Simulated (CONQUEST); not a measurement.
CONQUEST run on Se (C2, 6 atoms in the cell; from Materials Project mp-14, changed as shown): self-consistent single point.

All values come from this method and carry its errors: PBE, numerical atomic orbitals double-zeta with polarisation (the shipped basis), PseudoDojo norm-conserving potentials made for PBE (CONQUEST).

The change in words: lattice vector a scaled by 0.99. Reference geometry (P3_121):
```
Se
1.0
    4.50797     0.00000     0.00000
    0.00000     7.80804     0.00000
    0.00000     0.00000     4.98229
Se
6
Direct
  0.21789   0.00000   0.33333
  0.89106   0.10895   0.66667
  0.39105   0.39105   0.00000
  0.71789   0.50000   0.33333
  0.39105   0.60894   0.66667
  0.89106   0.89106   0.00000
```

Reference input (self-consistent single point, DFT, PBE, numerical atomic orbitals double-zeta with polarisation (the shipped basis), PseudoDojo norm-conserving potentials made for PBE): basis = DZP; Diag.MPMeshX, Y, Z = 4 2 3; potentials = PseudoDojo norm-conserving PBE; Grid.GridCutoff = 140 Ha; DM.SolutionMethod = diagon; Diag.SmearingType = 1; Diag.kT = 0.000367 Ha; Diag.GammaCentred = true; Diag.MPOrder = 0; minE.SCTolerance = 1.0e-07; SC.MaxIters = 100; SC.LinearMixingFactor = 0.3. This run's input differs from it in these lines:

```diff
@@ -30,3 +30,3 @@
 # file: input.coords
-     8.518834347      0.000000000      0.000000000
+     8.433645494      0.000000000      0.000000000
      0.000000000     14.755055280      0.000000000
@@ -34,8 +34,8 @@
 6
-    1.856168816     0.000000000     3.138381570  1 T T T
-    7.590749939     1.607489498     6.276772555  1 T T T
-    3.331332766     5.770038143     0.000000000  1 T T T
-    6.115585990     7.377527640     3.138381570  1 T T T
-    3.331332766     8.985017138     6.276772555  1 T T T
-    7.590749939    13.147565783     0.000000000  1 T T T
+    1.837607017     0.000000000     3.138381570  1 T T T
+    7.514841985     1.607489498     6.276772555  1 T T T
+    3.298019238     5.770038143     0.000000000  1 T T T
+    6.054429763     7.377527640     3.138381570  1 T T T
+    3.298019238     8.985017138     6.276772555  1 T T T
+    7.514841985    13.147565783     0.000000000  1 T T T
```

Log, with long lists cut:

```
    new_SC_potl: Starting.  Tolerance:  0.10000E-06

    PulayMixSC: Starting Pulay mixing, A_up =  0.300 A_dn =  0.300
    PulayMixSC: Spin non-polarised calculation.
          Harris-Foulkes Energy            :    -19791.988699826702941 eV
          (TS=0 as O(N) or entropic contribution is negligible)
          DFT Total Energy                 :    -19791.027987466055492 eV
          Total number of electrons        :        95.999999999996149
    PulayMixSC: Pulay iteration     1 residual:              0.12011E-02
          Harris-Foulkes Energy            :    -19791.551322184339369 eV
   [... lines left out ...]
          (TS=0 as O(N) or entropic contribution is negligible)
          DFT Total Energy                 :    -19791.343155809150630 eV
          Total number of electrons        :        96.000063168655615
    PulayMixSC: Pulay iteration     7 residual:              0.73895E-06
          Harris-Foulkes Energy            :    -19791.343155923710583 eV
          (TS=0 as O(N) or entropic contribution is negligible)
          DFT Total Energy                 :    -19791.343155920694699 eV
          Total number of electrons        :        96.000063234348772
    PulayMixSC: Pulay iteration     8 residual:              0.82893E-07
    PulayMixSC: Reached SCF tolerance of  0.82893E-07 after      8 iterations
      | Number of electrons      =        96.000063
      |* band energy as 2Tr[K.H] =     -3580.743197065072764 eV
      |  screened ion-ion energy =    -15086.267458535321566 eV
      |  Ha correction           =        54.497354807543282 eV
      |  XC correction           =     -1178.829951807682392 eV
      |* Harris-Foulkes energy   =    -19791.343155923710583 eV
      |* DFT total energy        =    -19791.343155920694699 eV
      |  estimated accuracy      =        -0.000000003013143 eV

    force: Forces on atoms (eV/a0)
    force:  Atom   X              Y              Z
    force:     1   0.5368615538   0.0000040971   0.0000114044
    force:     2  -0.2769629074   0.4348714678   0.0227837855
   [... lines left out ...]
    force: Maximum force :        0.53686156(eV/a0) on atom         4 in x direction
   [... lines left out ...]
    force: Force Residual:        0.52310277 eV/a0
    force: Total stress:         -2.73684984    -0.00002065    -0.00004206 GPa
                            -0.00002065    -2.45005511    -0.21895922
                            -0.00004206    -0.21895922    -5.04060252
    force: Average pressure:      3.40916916 GPa

    force: Finished force
    get_E_and_F: Change in energy during last step of electronic optimisation:  0.51879E-08
```

The run converged in 8 iterations. CONQUEST prints the stress tensor with tension positive. Against the reference run the free energy rises by 4.5 meV/atom, the pressure goes from 2.93 to 3.41 GPa and the largest force goes from 0.891 to 1.015 eV/Å.

The program uses no crystal symmetry, so grid and mesh can part values that symmetry would make equal. The atom-centred basis is finite, which shifts total energies, pressures and forces against plane waves. Forces above 1 eV/Å remain at this geometry, of which the finite basis can carry a part. The structure comes from a collection of computed structures, made at another level of theory; the collection holds predicted forms beside known ones. Its lattice was then scaled.

Cost on one core: around 50 core-seconds (rough).
